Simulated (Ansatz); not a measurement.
A plane-wave DFT run in Ansatz 0.2.0 (scalar-relativistic PAW potentials unless the input names others): input and command.

```yaml
crystal:
  lattice:
    - [5.2061071862, 0.0, 0.0]
    - [0.0, 5.2061071862, 0.0]
    - [0.0, 0.0, 5.2061071862]
  atoms:
    - { symbol: K, position: [0.0, 0.5, 0.5] }
    - { symbol: K, position: [0.5, 0.0, 0.5] }
    - { symbol: K, position: [0.5, 0.5, 0.0] }
    - { symbol: Os, position: [0.0, 0.0, 0.0] }
basis:
  ecutwfc: 420
kpoints:
  mp_grid: { grid: [10, 10, 10] }
hamiltonian:
  xc: pbe
  hubbard: { sites: [{ species: Os, l: d, u_eff: 3.0 }], double_counting: fll }
scf:
  occupations: { method: gaussian, width: 0.1 }
  eigensolver: { kind: davidson }
output:
  forces: true
  eigenvalues: true
  stress: true
```

```bash
ansatz run input.yaml --threads 1 --pin off --max-ram 2560MiB --backend cpu --events-out ev --progress --plain --runs-dir out
```

Abridged log:
```
Basis set: ecut = 420 eV, 2777 PW (Γ), exchange–correlation on 72×72×72 points (8 copies of the dense FFT grid, shifted against one another)
Bands: 26, of which v1, the nominal top of the filled ones, is band 22 counted from 1 (21 counted from 0)
Symmetry: 48 space group operations
k-points: 56 of 1000
SCF iter   1: F=—  HF=-15992.542222 eV  |F-HF|=—  |Δ(HF+E_count)|=         —  Δρ=1.02e-1  dr2=4.17e1  ethr=9.63e-2  ⟨swp⟩=2.2  Hψ=7302  notcnv=0
SCF iter   2: F=—  HF=-15990.216261 eV  |F-HF|=—  |Δ(HF+E_count)|=    2.33e0  Δρ=6.46e-2  dr2=1.31e1  ethr=9.63e-2  ⟨swp⟩=3.4  Hψ=3294  notcnv=0  defer=6
SCF iter   3: F=—  HF=-15989.269770 eV  |F-HF|=—  |Δ(HF+E_count)|=   9.46e-1  Δρ=2.63e-2  dr2=2.28e0  ethr=3.04e-2  ⟨swp⟩=3.3  Hψ=3195  notcnv=0  defer=9
SCF iter   4: F=—  HF=-15989.629074 eV  |F-HF|=—  |Δ(HF+E_count)|=   3.59e-1  Δρ=1.69e-2  dr2=6.11e-1  ethr=5.29e-3  ⟨swp⟩=4.1  Hψ=3549  notcnv=0  defer=18
SCF iter   5: F=—  HF=-15989.854462 eV  |F-HF|=—  |Δ(HF+E_count)|=   2.25e-1  Δρ=2.39e-2  dr2=2.61e0  ethr=1.42e-3  ⟨swp⟩=3.8  Hψ=3069  notcnv=0  defer=22  recentre
SCF iter   6: F=—  HF=-15989.658836 eV  |F-HF|=—  |Δ(HF+E_count)|=   1.96e-1  Δρ=6.72e-3  dr2=2.30e-1  ethr=1.42e-3  ⟨swp⟩=3.7  Hψ=3402  notcnv=0  defer=13
SCF iter   7: F=—  HF=-15989.645901 eV  |F-HF|=—  |Δ(HF+E_count)|=   1.29e-2  Δρ=4.79e-3  dr2=7.16e-2  ethr=5.36e-4  ⟨swp⟩=2.5  Hψ=2925  notcnv=0  defer=19
SCF iter   8: F=—  HF=-15989.680218 eV  |F-HF|=—  |Δ(HF+E_count)|=   3.43e-2  Δρ=3.39e-3  dr2=4.98e-2  ethr=1.67e-4  ⟨swp⟩=4.2  Hψ=3118  notcnv=0  defer=10
SCF iter   9: F=—  HF=-15989.676157 eV  |F-HF|=—  |Δ(HF+E_count)|=   4.06e-3  Δρ=1.38e-3  dr2=8.67e-3  ethr=1.16e-4  ⟨swp⟩=2.9  Hψ=2842  notcnv=0  defer=2
SCF iter  10: F=—  HF=-15989.676859 eV  |F-HF|=—  |Δ(HF+E_count)|=   7.02e-4  Δρ=2.29e-4  dr2=3.43e-4  ethr=9.94e-7  ⟨swp⟩=4.1  Hψ=5984  notcnv=0
SCF iter  11: F=—  HF=-15989.676833 eV  |F-HF|=—  |Δ(HF+E_count)|=   2.62e-5  Δρ=7.83e-5  dr2=2.22e-5  ethr=7.97e-7  ⟨swp⟩=2.0  Hψ=2723  notcnv=0
SCF iter  12: F=—  HF=-15989.676837 eV  |F-HF|=—  |Δ(HF+E_count)|=   4.08e-6  Δρ=3.46e-5  dr2=3.71e-6  ethr=5.17e-8  ⟨swp⟩=4.1  Hψ=3325  notcnv=0
SCF iter  13: F=—  HF=-15989.676837 eV  |F-HF|=—  |Δ(HF+E_count)|=   2.17e-7  Δρ=9.17e-6  dr2=2.95e-7  ethr=8.64e-9  ⟨swp⟩=3.0  Hψ=2914  notcnv=0
SCF iter  14: F=-15989.676837 eV  HF=-15989.676837 eV  |F-HF|=2.72e-8  |Δ(HF+E_count)|=   3.02e-8  Δρ=3.13e-6  dr2=3.68e-8  ethr=6.85e-10  ⟨swp⟩=4.0  Hψ=3348  notcnv=0
the search or the solves at the SCF's close seem to have found levels that the self-consistency loop had missed (the run counts 1). By its estimate they hold under 1e-12 electrons; where the run keeps them, the occupations were computed again with them
SCF 1 converged in 14 iterations: F = -15989.676837 eV  dr2 = 3.68e-8
  Residual-converged pass: ⟨swp⟩=3.7  Hψ=3774  notcnv=0  max |occ|·‖R‖ = 6.7e-6 eV (tolerance 6.7e-6 eV) dr2=4.01e-8  dr2_onsite=3.07e-9  max |Δocc| = 2.1e-8
SCF converged after 14 iterations
Free energy (F): -15989.676837 eV
Harris-Foulkes:  -15989.676837 eV  (|F-HF|=2.72e-8)
Internal energy: -15989.650654 eV  (E = F + TS)
E sigma→0 (E₀):  -15989.663745 eV
Entropy (-TS):   -0.026183 eV (-6.546 meV/atom)
Fermi energy:    5.970995 eV
--- Forces (eV/Å), atoms counted from 1 ---
  atom   1  K      0.00000000     0.00000000     0.00000000
  atom   2  K      0.00000000     0.00000000     0.00000000
  atom   3  K      0.00000000     0.00000000     0.00000000
  atom   4  Os     0.00000000     0.00000000     0.00000000
--- Stress (GPa, compression-positive) ---
        0.051335       0.000000       0.000000
        0.000000       0.051335       0.000000
        0.000000       0.000000       0.051335
  P = ⅓ Tr σ = 0.0513 GPa (0.513 kbar)
Occupation matrices written to <dir>
```

Apart from outputs, empty bands and the relaxation, which only the reference makes, the input differs from a reference run on usual settings in hamiltonian.hubbard: not typed → {"sites": [{"species": "Os", "l": "d", "u_eff": 3.0}], "double_counting": "fll"}; scf.eigensolver.kind: not typed → "davidson". The reference, at the same geometry, ended its own course with pressure 0.04 GPa, largest force 0.000 eV/Å, no gap on the mesh. This run converged in 14 SCF iterations with an energy at zero smearing 565 meV/atom above the reference's (the Hamiltonian itself differs), pressure 0.05 GPa, largest force 0.000 eV/Å, no gap on the mesh.

It took 11 s on 1 thread of Intel(R) Xeon(R) 6975P-C (Granite Rapids), with other jobs on the host, peak memory 0.58 GiB.